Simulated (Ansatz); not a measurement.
The calculation used Ansatz 0.2.0, DFT PBE, scalar-relativistic, plane waves, PAW. All cells share a 420 eV cutoff and Γ-centred k meshes spaced at most about 0.3 Å⁻¹ (2π included). No spin polarisation in the final relaxations.

All energies are static (0 K, no zero-point motion).

Two forms of Sn3PbSe4 were relaxed alike.

A.

Space group I4/mmm (No. 139). a = 6.104 Å, b = 6.104 Å, c = 12.209 Å, α = 90.00°, β = 90.00°, γ = 90.00°
```tsv
atom	site	symmetry	x	y	z
Sn	4d	-4m2	0.0000	0.5000	0.2500
Sn	2b	4/mmm	0.5000	0.5000	0.0000
Pb	2a	4/mmm	0.0000	0.0000	0.0000
Se	4e	4mm	0.5000	0.5000	0.2464
Se	4c	mmm.	0.0000	0.5000	0.0000
```

B.

Space group P4/mmm (No. 123). a = 4.315 Å, b = 4.315 Å, c = 12.208 Å, α = 90.00°, β = 90.00°, γ = 90.00°
```
atom  site  symmetry       x       y       z
  Sn    1a     4/mmm  0.0000  0.0000  0.0000
  Sn    2h       4mm  0.5000  0.5000  0.2486
  Pb    1b     4/mmm  0.0000  0.0000  0.5000
  Se    2g       4mm  0.0000  0.0000  0.2461
  Se    1d     4/mmm  0.5000  0.5000  0.5000
  Se    1c     4/mmm  0.5000  0.5000  0.0000
```

**Question.** Which arrangement of the elements on these sites is preferred, and by what margin?

**Answer.** They are level within the accuracy (under 1 meV/atom apart). The two share one framework of sites and differ in which element sits where. A has Sn and Pb ordered on rock salt sites, space group I4/mmm (No. 139), 28.4 Å³/atom and a gap of 0.15 eV on its mesh; B has Sn and Pb ordered on rock salt sites, space group P4/mmm (No. 123), 28.4 Å³/atom and a gap of 0.13 eV. Counting Se atoms around Pb and Sn (those within 1.25 times the shortest such distance or 1.15 times the sum of covalent radii), A and B both have Sn 6, Pb 6. In A, around Sn on a site of symmetry -4m2 lie 6 Se at 3.05 Å; around Pb lie 6 Se at 3.05–3.10 Å; around Se on a site of symmetry 4mm lie 5 Sn at 3.01–3.05 Å and 1 Pb at 3.10 Å; 2 more sites not described. In B, Sn on a site of symmetry 4/mmm has 6 Se at 3.00–3.05 Å; Pb has 6 Se at 3.05–3.10 Å; around Se on a site of symmetry 4mm lie 5 Sn at 3.00–3.05 Å and 1 Pb at 3.10 Å; 3 more sites not described. Both come from invented guesses.

These runs have no spin–orbit coupling, which can matter for Pb. Kohn–Sham gaps at this level usually fall short of measured ones. The missing spin–orbit coupling can work the other way here. Cells relaxed within their symmetry can be saddle points.
